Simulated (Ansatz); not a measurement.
Ta (bcc, W type)

```yaml
crystal:
  lattice:
    - [-1.65987, 1.65987, 1.65987]
    - [1.65987, -1.65987, 1.65987]
    - [1.65987, 1.65987, -1.65987]
  atoms:
    - { symbol: Ta, position: [0.00000, 0.00000, 0.00000] }
```

The volume is varied about the relaxed value V₀ at fixed cell shape. Symmetry pins the atoms to their sites.

Calculation: PBE (plane waves to 420 eV, PAW, scalar-relativistic; Ansatz, a quantum-chemistry and plane-wave program). k mesh 20×20×20 (Γ-centred), Fermi-Dirac smearing 0.05 eV. Compression counts positive. Spin-orbit coupling is left out, though Ta is heavy. Ta is run without spin polarisation. Ta was relaxed with its symmetry unable to fall. The PAW data are Ansatz's earlier set.

At one point of the scan the stress tensor (GPa) is:

```
   11.1      0.0      0.0
    0.0     11.1      0.0
    0.0      0.0     11.1
```

### Question
Which point is it?
(A) V/V₀ = 0.925
(B) V/V₀ = 0.975
(C) V/V₀ = 0.950
(D) V/V₀ = 0.900

### Answer
C, V/V₀ = 0.950

(Under strain, the slope of the energy per volume gives the stress and its curvature an elastic modulus.)
